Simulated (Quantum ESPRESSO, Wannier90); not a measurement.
## Tight-binding from DFT: NaCl (rock salt)

Materials Project entry mp-22862; symmetrised, unrelaxed at this level. COD (Crystallography Open Database) has an entry of this formula and space group (matched by these alone). Level: PBE, no spin polarisation, no spin-orbit coupling; pw.x of Quantum ESPRESSO at 71 Ry with PseudoDojo potentials, 10×10×10 k-points, Wannier90. Density: 10×10×10 mesh, cold smearing 0.01 Ry.

Input w.win:

```
num_bands = 15
num_wann = 8
exclude_bands = 1-4
num_iter = 0
conv_tol = 1.0e-6
conv_window = 4
dis_num_iter = 1000
dis_conv_tol = 1.0e-6
dis_froz_max = 7.99
write_hr = true
write_u_matrices = true
begin projections
Na: s;p
Cl: s;p
end projections
begin unit_cell_cart
ang
    0.0000000000    2.7940650000    2.7940650000
    2.7940650000    0.0000000000    2.7940650000
    2.7940650000    2.7940650000    0.0000000000
end unit_cell_cart
begin atoms_frac
Na   0.0000000000  0.0000000000  0.0000000000
Cl   0.5000000000  0.5000000000  0.5000000000
end atoms_frac
mp_grid = 10 10 10
begin kpoints
0.0000000000 0.0000000000 0.0000000000
0.0000000000 0.0000000000 0.1000000000
0.0000000000 0.0000000000 0.2000000000
... (997 more lines: the 10x10x10 mesh through Gamma)
end kpoints
```

On the energy scale of pw.x, whose zero is arbitrary, the valence-band maximum lies at 1.27 eV. Lines of w_hr.dat (R1 R2 R3 m n Re Im, eV) for R = 0 and one of the shortest lattice vectors, rounded to 0.01 eV, lines under 0.02 eV left out; orbitals in order: Na1 s, Na1 pz, Na1 px, Na1 py, Cl2 s, Cl2 pz, Cl2 px, Cl2 py.

```
    0    0    0    1    1     9.65     0.00
    0    0    0    2    2    12.94     0.00
    0    0    0    5    2     0.03     0.00
    0    0    0    6    2    -0.03     0.00
    0    0    0    7    2    -0.02     0.00
    0    0    0    8    2    -0.02     0.00
    0    0    0    3    3    12.94     0.00
    0    0    0    5    3     0.03     0.00
    0    0    0    6    3    -0.02     0.00
    0    0    0    7    3    -0.03     0.00
    0    0    0    8    3    -0.02     0.00
    0    0    0    4    4    12.93     0.00
    0    0    0    5    4     0.03     0.00
    0    0    0    6    4    -0.02     0.00
    0    0    0    7    4    -0.02     0.00
    0    0    0    8    4    -0.03     0.00
    0    0    0    2    5     0.03     0.00
    0    0    0    3    5     0.03     0.00
    0    0    0    4    5     0.03     0.00
    0    0    0    5    5   -10.91     0.00
    0    0    0    2    6    -0.03     0.00
    0    0    0    3    6    -0.02     0.00
    0    0    0    4    6    -0.02     0.00
    0    0    0    6    6     1.26     0.00
    0    0    0    2    7    -0.02     0.00
    0    0    0    3    7    -0.03     0.00
    0    0    0    4    7    -0.02     0.00
    0    0    0    7    7     1.26     0.00
    0    0    0    2    8    -0.02     0.00
    0    0    0    3    8    -0.02     0.00
    0    0    0    4    8    -0.03     0.00
    0    0    0    8    8     1.26     0.00
   -1    0    0    1    1    -0.14     0.00
   -1    0    0    2    1     0.23     0.00
   -1    0    0    4    1     0.23     0.00
   -1    0    0    1    2    -0.23     0.00
   -1    0    0    2    2     0.37     0.00
   -1    0    0    4    2     0.32     0.00
   -1    0    0    3    3    -0.14     0.00
   -1    0    0    1    4    -0.23     0.00
   -1    0    0    2    4     0.32     0.00
   -1    0    0    4    4     0.37     0.00
   -1    0    0    1    5    -0.40     0.00
   -1    0    0    3    5    -0.72     0.00
   -1    0    0    2    6    -0.38     0.00
   -1    0    0    1    7     1.20     0.00
   -1    0    0    3    7     1.79     0.00
   -1    0    0    4    8    -0.38     0.00
```
